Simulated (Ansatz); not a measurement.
Input:

MgH₂:
Space group P4₂/mnm (No. 136); a = b = 4.477 Å, c = 3.008 Å, α = β = γ = 90.00°

| atom | site | symmetry | x | y | z |
|---|---|---|---|---|---|
| Mg | 2a | m.mm | 0.0000 | 0.0000 | 0.0000 |
| H | 4f | m.2m | 0.3045 | 0.3045 | 0.0000 |

This is the PBEsol-relaxed structure.

Problem. All from the program Ansatz at the PBEsol level (PAW), unless another level is named. Give the zero-point energy.

Solution. 134.4 meV/atom.

Problem. Predict the Poisson's ratio.

Solution. 0.24.

Space group P4_2/mnm (rutile). Symmetry was held in the PBEsol relaxation; phonons on a q-mesh show no instability.

Potentials: the later of the program's two PAW sets.
